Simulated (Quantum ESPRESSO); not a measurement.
Al5TaAgRu, a curve over one atom's position

Simulated, not a measurement. The program is pw.x of Quantum ESPRESSO 7.5 (plane-wave density functional theory). The cell is made up: eight metal atoms on a face-centred cubic lattice, with elements, volume, strain and displacements drawn at random and not relaxed, so it may be unstable or far from any real phase. PseudoDojo standard norm-conserving files set the functional (PBE unless stated); there is no spin polarisation or spin-orbit coupling, the Fermi-Dirac width of 0.25 eV means electrons at about 2900 K, and the masses in the input are unused placeholders. Heavy elements are run without spin-orbit coupling, which real alloys of them have. A spin test at this wide smearing found no moment, but such smearing suppresses magnetism that the real alloy may have.

Seven runs move atom 7 (Al, counted in the order of the input) along y and keep all else fixed.

Input of the run at -0.0450:

```
&control calculation='scf', pseudo_dir='./dojo.nc.sr.pbe.v0_5.standard.upf', outdir='./o', disk_io='minimal', tprnfor=.true., tstress=.true. /
&system ibrav=0, nat=8, ntyp=4, nbnd=42, ecutwfc=84.00895049, nosym=.true., tot_charge=0,
 occupations='smearing', smearing='fd', degauss=0.0183746611
/
&electrons conv_thr=1.470e-08, electron_maxstep=70, mixing_beta=0.5 /
ATOMIC_SPECIES
Ag 1.0 Ag.upf
Al 1.0 Al.upf
Ru 1.0 Ru.upf
Ta 1.0 Ta.upf
CELL_PARAMETERS angstrom
1.9339 3.9091 1.9852
1.8906 -3.8628 1.9359
3.9271 -0.003 -4.0237
ATOMIC_POSITIONS angstrom
Al -0.0225 0.0164 -0.0878
Al 1.971 -0.118 -2.0632
Al 2.0093 -1.7575 -0.0697
Ta 3.8731 -1.8826 -2.0296
Al 2.0426 1.8278 0.0025
Ag 3.8494 2.0527 -1.9827
Al 1.8675 -0.192 2.0365
Ru 3.8424 0.0598 0.1112
K_POINTS automatic
6 6 5 1 1 1
```

| shift of atom 7 along y (Å) | free energy less that of the input shown (eV) | Fx on atom 7 (eV/Å) | Fy on atom 7 (eV/Å) | Fz on atom 7 (eV/Å) | pressure (GPa) | iterations |
| --- | --- | --- | --- | --- | --- | --- |
| -0.1059 | 0.1444 | 0.888 | 2.625 | -0.423 | 13.36 | 12 |
| -0.0870 | 0.0963 | 0.823 | 2.466 | -0.415 | 13.19 | 12 |
| -0.0702 | 0.0560 | 0.767 | 2.326 | -0.409 | 13.05 | 12 |
| -0.0450 | 0.0000 | 0.686 | 2.118 | -0.401 | 12.85 | 12 |
| +0.0633 | -0.1817 | 0.390 | 1.242 | -0.386 | 12.20 | 12 |
| +0.1301 | -0.2470 | 0.246 | 0.714 | -0.390 | 11.96 | 12 |
| +0.1495 | -0.2593 | 0.209 | 0.562 | -0.393 | 11.91 | 12 |

A cubic fit gives dFy/dy = -8.11 eV/Å² at zero shift. Across the table the energy follows the integral of the force to 0.1 meV. A rerun of one of the cells at a higher cutoff and on a denser mesh moved values by no more than 0.003 eV in energy, 0.06 GPa in stress and 0.006 eV/Å in force, and a second program with other atomic files agreed on that cell to 2 % rms in force and 0.5 GPa in pressure.